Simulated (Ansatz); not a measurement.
KMgH3:
```cif
data_H3KMg
_chemical_formula_sum 'K1 Mg1 H3'
_space_group_name_H-M_alt 'P 1'
_space_group_IT_number 1
_cell_length_a 3.99205
_cell_length_b 3.99205
_cell_length_c 3.99205
_cell_angle_alpha 90.000
_cell_angle_beta 90.000
_cell_angle_gamma 90.000
loop_
_space_group_symop_operation_xyz
  'x, y, z'
loop_
_atom_site_label
_atom_site_type_symbol
_atom_site_fract_x
_atom_site_fract_y
_atom_site_fract_z
_atom_site_occupancy
K1 K 0.00000 0.00000 0.00000 1
Mg1 Mg 0.50000 0.50000 0.50000 1
H1 H 0.50000 0.00000 0.50000 1
H2 H 0.00000 0.50000 0.50000 1
H3 H 0.50000 0.50000 0.00000 1
```

Relaxed with r²SCAN. Independent-particle spectrum: no excitons, no local fields, no scissors shift; 0.1 eV broadening; ε₁ of the summed bands alone.

### Question
Tabulate the dielectric function from the program Ansatz at the r²SCAN level (PAW).

### Answer


```csv
E (eV),ε₁ xx,ε₂ xx
0.0,3.25,0.00
0.4,3.26,0.00
0.8,3.28,0.00
1.2,3.31,0.00
1.6,3.36,0.00
2.0,3.43,0.00
2.4,3.51,0.00
2.8,3.63,0.00
3.2,3.78,0.00
3.6,3.98,0.00
4.0,4.25,0.00
4.4,4.63,0.00
4.8,5.23,0.00
5.2,6.38,0.01
5.6,8.77,0.74
6.0,10.29,7.20
6.4,1.66,10.59
6.8,1.44,6.86
7.2,-0.72,6.05
7.6,-0.90,3.97
8.0,-0.62,3.27
8.4,0.08,3.36
8.8,-0.93,2.75
9.2,-0.77,2.28
9.6,-0.78,1.73
10.0,-0.66,1.17
10.4,-0.25,0.91
10.8,0.05,0.85
11.2,0.15,0.83
11.6,0.31,0.79
12.0,0.50,0.78
```

### Question
From ε at 7.2 eV (xx: -0.72 + 6.05i), find n, k, the normal reflectivity and the absorption coefficient.

### Answer
n = 1.64, k = 1.846, R = 37 %, α = 2kE/ħc = 1300000 cm⁻¹.

With all bands, ε∞ without local fields is 3.28.

Space group Pm-3m (cubic perovskite). The first step of the workflow began from a Materials Project structure, measured or hypothetical; the Crystallography Open Database files this formula in space group No. 221, but the cells were not matched. Whether it is the stable phase at ambient conditions was not checked. The r²SCAN relaxation kept the symmetry of its start; whether a distortion lowers the energy is not shown.

Potentials: the later of the program's two PAW sets.
